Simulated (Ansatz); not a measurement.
The relaxed structure here is a generated cell of FeSi: the first start was made by placing the elements on the sites of a structure type, and the end was not matched to a known phase here, so it may be hypothetical.

One starting cell of FeSi (a generated cell, FeSi built in the AFLOW prototype AB_cF16_227_a_b (B32, as in NaTl)) was relaxed twice with Ansatz (plane waves, PAW, scalar-relativistic): with r2SCAN at 500 eV and with PBE at 420 eV. The r2SCAN result:

```
FeSi
1.0
    0.00000     2.86389     2.86389
    2.86389     0.00000     2.86389
    2.86389     2.86389     0.00000
Fe Si
2 2
Direct
  0.75000   0.75000   0.75000
  0.50000   0.50000   0.50000
  0.00000   0.00000   0.00000
  0.25000   0.25000   0.25000
```

| quantity | r2SCAN | PBE |
|---|---|---|
| space group | Fd-3m | Fd-3m |
| volume (Å³/atom) | 11.74 | 11.79 |
| a (Å) | 5.728 | 5.736 |
| gap (eV, no spin-orbit coupling) | 0.00 | 0.00 |
| spin order | ferromagnetic | ferromagnetic |
| net moment (μB/atom) | 1.10 | 0.89 |

Both levels end in the same structure; PBE's volume is within 0.5 % of r2SCAN's. Neither column is exact.

Spin states reached: ferromagnetic; spin orders were not searched systematically. r2SCAN tends to overstate moments in metals.

The run could not lose the symmetry of its start: the end is stationary, and may be a saddle point rather than a minimum.

All atoms sit on sites fixed by symmetry, so only the cell could relax.

Ansatz is a quantum-chemistry and plane-wave program.
